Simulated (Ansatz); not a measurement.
Trial structure of Zn2GeO3, not yet relaxed:

```cif
data_structure
_symmetry_space_group_name_H-M 'P-4m2'
_symmetry_Int_Tables_number 115
_cell_length_a 3.1785
_cell_length_b 3.1785
_cell_length_c 6.9662
_cell_angle_alpha 90.000
_cell_angle_beta 90.000
_cell_angle_gamma 90.000
_cell_volume 70.38
loop_
_atom_site_label
_atom_site_type_symbol
_atom_site_symmetry_multiplicity
_atom_site_Wyckoff_symbol
_atom_site_fract_x
_atom_site_fract_y
_atom_site_fract_z
_atom_site_occupancy
Zn1 Zn 2 g 0.00000 0.50000 0.73400 1
Ge1 Ge 1 a 0.00000 0.00000 0.00000 1
O1 O 1 b 0.50000 0.50000 0.00000 1
O2 O 2 g 0.00000 0.50000 0.38200 1
```

The calculation used DFT PBE, scalar-relativistic, plane waves, PAW (Ansatz). Settings: cutoff 420 eV, Γ-centred mesh 6×6×4 on the computed 6-atom cell, Gaussian smearing of 0.10 eV; no spin polarisation.

The zero of energy is the elements' standard structures at the same level (O₂ as a molecule); no fitted shifts are applied.

Question: Estimate its pressure, forces and energy as it stands.

Answer: The pressure is -2.4 GPa (the mean over three directions, positive in compression), the largest force is 4.89 eV/Å, and the energy is −0.18 eV/atom against the elements. The shortest distance is 2.25 Å.

Question: Is it a good guess?

Answer: A rough one: relaxing gains about 0.71 eV/atom (the start's value is from the coarse mesh, so the gain is rough) in 24 ionic steps and ends at −0.88 eV/atom on the finer mesh. The symmetry stays P-4m2 (No. 115). The volume per atom grows by 15.5 %, from 11.7 to 13.5 Å³. The shortest distance goes from 2.25 Å (Ge–O) to 2.14 Å (Ge–O and Zn–O). The ratio c/a of the conventional cell changes by a factor of 1.35. Conventional cell: a = 3.020 Å, c = 8.909 Å. Zn has 5 O at 2.14–2.17 Å; around Ge lie 4 O at 2.14 Å; O on a site of symmetry -4m2 is surrounded by 4 Ge at 2.14 Å; 1 more site not described.

The last run used a 12×12×4 mesh (in the run's order of axes) for its 6-atom cell and Gaussian smearing of 0.10 eV. Weakly bound directions are ill-defined at this level, which has no dispersion term. The relaxation can't lower the symmetry of the start, and the grade says only how near the guess is to its own end. A structure relaxed within its symmetry needn't be a true minimum.
